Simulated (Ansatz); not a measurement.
A plane-wave DFT run in Ansatz 0.2.0 (scalar-relativistic PAW potentials unless the input names others): input and command.

```yaml
crystal:
  lattice:
    - [3.5294345216, 0.0, 0.0]
    - [-1.7647172608, 3.0565799567, 0.0]
    - [0.0, 0.0, 9.7132178113]
  atoms:
    - { symbol: Pb, position: [0.0, 0.0, 0.0] }
    - { symbol: Pb, position: [0.3333333333, 0.6666666667, 0.6659388025] }
    - { symbol: Pb, position: [0.6666666667, 0.3333333333, 0.3340611975] }
    - { symbol: O, position: [0.3333333333, 0.6666666667, 0.1749092363] }
    - { symbol: O, position: [0.6666666667, 0.3333333333, 0.8250907637] }
basis:
  ecutwfc: 420
kpoints:
  mp_grid: { grid: [8, 8, 3] }
hamiltonian:
  xc: pbe
  dispersion: d3bjatm
scf:
  occupations: { method: gaussian, width: 0.1 }
output:
  forces: true
  eigenvalues: true
  stress: true
```

```bash
ansatz run input.yaml --threads 1 --pin off --max-ram 2560MiB --backend cpu --events-out ev --progress --plain --runs-dir out
```

Abridged log:
```
Basis set: ecut = 420 eV, 2031 PW (Γ), exchange–correlation on 48×48×144 points (8 copies of the dense FFT grid, shifted against one another)
Bands: 33, of which v1, the nominal top of the filled ones, is band 27 counted from 1 (26 counted from 0)
Symmetry: 12 space group operations
k-points: 25 of 192
SCF iter   1: F=—  HF=-36853.625394 eV  |F-HF|=—  |Δ(HF+E_count)|=         —  Δρ=3.10e-3  dr2=6.66e-2  ethr=1.77e-3  ⟨swp⟩=7.7  Hψ=3918  notcnv=0
SCF iter   2: F=—  HF=-36853.622211 eV  |F-HF|=—  |Δ(HF+E_count)|=   3.18e-3  Δρ=2.10e-3  dr2=4.06e-2  ethr=1.23e-4  ⟨swp⟩=1.0  Hψ=1026  notcnv=0
SCF iter   3: F=—  HF=-36853.617012 eV  |F-HF|=—  |Δ(HF+E_count)|=   5.20e-3  Δρ=6.62e-4  dr2=4.16e-3  ethr=7.52e-5  ⟨swp⟩=1.5  Hψ=822  notcnv=0
SCF iter   4: F=—  HF=-36853.616534 eV  |F-HF|=—  |Δ(HF+E_count)|=   4.78e-4  Δρ=2.41e-4  dr2=1.82e-4  ethr=7.71e-6  ⟨swp⟩=1.8  Hψ=867  notcnv=0
SCF iter   5: F=—  HF=-36853.616543 eV  |F-HF|=—  |Δ(HF+E_count)|=   9.28e-6  Δρ=9.00e-5  dr2=1.73e-5  ethr=3.36e-7  ⟨swp⟩=2.0  Hψ=968  notcnv=0
SCF iter   6: F=—  HF=-36853.616580 eV  |F-HF|=—  |Δ(HF+E_count)|=   3.74e-5  Δρ=2.29e-5  dr2=1.23e-6  ethr=3.21e-8  ⟨swp⟩=2.3  Hψ=1258  notcnv=0  defer=4
SCF iter   7: F=-36853.616580 eV  HF=-36853.616580 eV  |F-HF|=1.60e-8  |Δ(HF+E_count)|=   1.42e-7  Δρ=8.40e-6  dr2=8.82e-8  ethr=1.85e-10  ⟨swp⟩=8.8  Hψ=4793  notcnv=0
SCF 1 converged in 7 iterations: F = -36853.616580 eV  dr2 = 8.82e-8
SCF converged after 7 iterations
Free energy (F): -36853.616580 eV
Harris-Foulkes:  -36853.616580 eV  (|F-HF|=1.60e-8)
Internal energy: -36853.602288 eV  (E = F + TS)
E sigma→0 (E₀):  -36853.609434 eV
Entropy (-TS):   -0.014292 eV (-2.858 meV/atom)
Fermi energy:    10.800727 eV
  E_disp       = -1.359503  (pairwise vdW)
--- Forces (eV/Å), atoms counted from 1 ---
  atom   1  Pb     0.00000000     0.00000000     0.00000000
  atom   2  Pb     0.00000000     0.00000000     0.01959933
  atom   3  Pb     0.00000000     0.00000000    -0.01959933
  atom   4  O      0.00000000     0.00000000    -0.07919485
  atom   5  O      0.00000000     0.00000000     0.07919485
--- Stress (GPa, compression-positive) ---
       -2.349024       0.000000       0.000000
        0.000000      -2.349024       0.000000
        0.000000       0.000000      -1.243692
  P = ⅓ Tr σ = -1.9806 GPa (-19.806 kbar)
```

Apart from outputs, empty bands and the relaxation, which only the reference makes, the input differs from a reference run on usual settings in hamiltonian.dispersion: not typed → "d3bjatm"; kpoints.mp_grid.grid: [12, 12, 4] → [8, 8, 3]. The reference, at the same geometry, ended its own course with pressure 0.01 GPa, largest force 0.002 eV/Å, no gap on the mesh. This run converged in 7 SCF iterations with an energy at zero smearing 269 meV/atom below the reference's (the Hamiltonian itself differs), pressure -1.98 GPa, largest force 0.079 eV/Å, no gap on the mesh. Its k mesh is looser than usual. The Hamiltonian differs as well, so the change in the result can't be put down to that alone.

The run took 4 s on 1 thread of Intel(R) Xeon(R) Platinum 8488C (Sapphire Rapids) (shared host), peak memory 0.41 GiB.